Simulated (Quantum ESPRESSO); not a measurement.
# Strain and stress in Al2ZnSiN4

These are calculations, not measurements. They come from pw.x of Quantum ESPRESSO 7.5, a plane-wave density functional program, with PseudoDojo standard norm-conserving files (v0.5 for PBE, v0.4.1 for LDA and PBEsol). The cells are made up: elements, strain and atom displacements were drawn at random, and nothing was relaxed. There is no spin polarisation, spin-orbit coupling or dispersion term.

The cell has 8 sites of a wurtzite lattice (rectangular cell). Sites 1 to 4 hold Al Zn Al Si; sites 5 to 8 hold N N N N. Cell vectors in Å: (3.204, 0.001, 0.051); (0.001, 5.574, 0.039); (0.084, 0.037, 5.079). Settings: PBE, cutoff 1143 eV, 6 x 4 x 4 k mesh shifted by half a step, Fermi-Dirac smearing of 0.025 eV.

Each run adds the same strain along x and y to one cell, with the atoms carried along; the vectors above are those of run 4. Stress is positive in tension and P is minus a third of its trace. E is the free energy for each atom above the lowest run shown.

| run | strain (%) | s_xx (GPa) | s_yy (GPa) | s_zz (GPa) | s_xy (GPa) | P (GPa) | E (meV/atom) |
| --- | --- | --- | --- | --- | --- | --- | --- |
| 1 | -2.23 | -2.83 | 0.70 | 0.95 | 0.40 | 0.39 | 0.17 |
| 2 | -2.03 | -1.77 | 1.71 | 1.18 | 0.36 | -0.37 | 0.00 |
| 3 | -1.66 | 0.13 | 3.53 | 1.59 | 0.31 | -1.75 | 0.44 |
| 4 | 0.86 | 11.12 | 14.04 | 4.03 | -0.03 | -9.73 | 26.55 |
| 6 | 1.52 | 13.50 | 16.31 | 4.59 | -0.10 | -11.47 | 39.37 |
| 7 | 2.31 | 16.11 | 18.80 | 5.22 | -0.19 | -13.38 | 57.52 |
| 5 | 1.11 | ? | ? | ? | ? | ? | ? |

A rerun of one of these cells at 1437 eV and k mesh 8 x 6 x 6 moved values by no more than 0.002 eV in the cell's energy, 0.03 GPa in stress and 0.002 eV/Å in force.

## Worked fit

A parabola through the six runs shown gives s_xx = 7.70 + 4.18 e - 0.238 e² GPa, with e in per cent and a scatter of 0.03 GPa. The slope is a stiffness of 418 ± 4 GPa for each unit of this strain at e = 0, the sum of the responses of s_xx to strain along x and along y. The atoms are clamped, and relaxing them would in general lower it. The error is the larger of the fit's own and the change that a cubic makes, rounded up.

## Withheld run

Question: what s_xx should run 5 give?

The fit gives 12.05 GPa. The calculation gave 12.05 GPa.

| run | strain (%) | s_xx (GPa) | s_yy (GPa) | s_zz (GPa) | s_xy (GPa) | P (GPa) | E (meV/atom) |
| --- | --- | --- | --- | --- | --- | --- | --- |
| 5 | 1.11 | 12.05 | 14.92 | 4.25 | -0.06 | -10.41 | 31.13 |